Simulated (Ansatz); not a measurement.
**Zone-centre modes in BN**

All numbers below come from DFT r2SCAN, scalar-relativistic, plane waves, PAW in Ansatz. Cutoff 500 eV, Γ-centred 12×12×6 k-points, Gaussian smearing of 0.05 eV. No spin polarisation.

Zero of the scan (relaxed at this level; this wurtzite form isn't the usual structure):

```
CELL_PARAMETERS angstrom
2.54397 0.00000 0.00000
-1.27198 2.20314 0.00000
0.00000 0.00000 4.20774
ATOMIC_POSITIONS crystal
B 0.66667 0.33333 0.99980
B 0.33333 0.66667 0.49980
N 0.66667 0.33333 0.62520
N 0.33333 0.66667 0.12520
```

Harmonic modes by finite displacements of 0.02 Å, without the LO–TO term.

Question: At this geometry, is the structure stable against these modes?

Answer: Yes: no mode is imaginary beyond 10 cm⁻¹, and only the three translations lie near zero.

Question: List the wavenumbers in cm⁻¹.

Answer: 0, 0, 0, 487, 487, 952, 952, 974, 1023, 1057, 1057, 1146.

Cost: 1 run of about 0.57 core-minutes, on Intel Xeon 6975P-C (Granite Rapids) (shared hosts).